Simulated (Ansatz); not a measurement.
# Lu2AlCo3: Al vacancy

Level of theory: PBEsol, no spin polarisation, scalar-relativistic; Ansatz, plane waves to 420 eV (PAW set soft_2), k-mesh 3×3×3.

The relaxed host crystal (no gap at this level of theory):

```yaml
crystal:
  lattice:
    - [2.57134, 1.48457, 3.84026]
    - [-2.57134, 1.48457, 3.84026]
    - [0.00000, -2.96913, 3.84026]
  atoms:
    - { symbol: Al, position: [0.00000, 0.00000, 0.00000] }
    - { symbol: Co, position: [0.50000, 0.00000, 0.00000] }
    - { symbol: Co, position: [0.00000, 0.50000, 0.00000] }
    - { symbol: Co, position: [0.00000, 0.00000, 0.50000] }
    - { symbol: Lu, position: [0.37328, 0.37328, 0.37328] }
    - { symbol: Lu, position: [0.62672, 0.62672, 0.62672] }
```

Supercell of 24 atoms, rows of the matrix [[-1,1,1],[1,-1,1],[1,1,-1]] times the cell vectors; Al vacancy at (0.000, 0.000, 0.000) in fractions of the cell above. Atoms are relaxed at the host's cell, from a start shaken by 0.05 Å near the defect. The cell loses 1 of its 4 Al, so this is a heavily defective crystal.

Problem. How does the lattice relax around the defect?

Solution. Distances from the empty Al site (Å), by shell of the perfect crystal:

| shell | perfect crystal | relaxed, charge 0 |
| --- | --- | --- |
| 6 Co | 2.43 | 2.40 |
| 6 Lu | 3.00 | 2.96 |

```
charge  gap of the cell on the mesh (eV)
     0                              0.00
```

Formation energy of the neutral defect: 3.18 eV, taking atoms from and to the elements' standard states (no corrections for gases), so it belongs to those chemical potentials alone.

Relaxed cell at charge 0:

```
Lu2AlCo3 V_Al charge 0
1.0
    -5.1427   -2.9691    3.8403
     5.1427   -2.9691    3.8403
     0.0000    5.9383    3.8403
Al Co Lu
3 12 8
Direct
  0.5001 0.5000 0.9994
  0.5001 0.0000 0.4994
  0.0001 0.5001 0.4994
  0.0128 0.2477 0.2471
  0.5002 0.7493 0.2501
  0.5002 0.2508 0.7487
  0.9874 0.7524 0.7518
  0.2478 0.0128 0.2471
  0.7494 0.5001 0.2502
  0.7524 0.9874 0.7518
  0.2508 0.5001 0.7487
  0.2478 0.2477 0.0122
  0.7525 0.7524 0.9867
  0.7494 0.2508 0.4994
  0.2509 0.7493 0.4994
  0.3750 0.3749 0.3743
  0.8757 0.8757 0.3668
  0.8758 0.3675 0.8751
  0.3675 0.8757 0.8751
  0.6252 0.6252 0.6246
  0.1244 0.1244 0.6321
  0.1245 0.6327 0.1238
  0.6328 0.1244 0.1238
```

Caveats: a metal with Cr, Mn, Fe, Co or Ni was run without spin, and may be magnetic; small supercell, so energies and levels can be off by tenths of an eV; one random start near the defect, so other minima are possible.
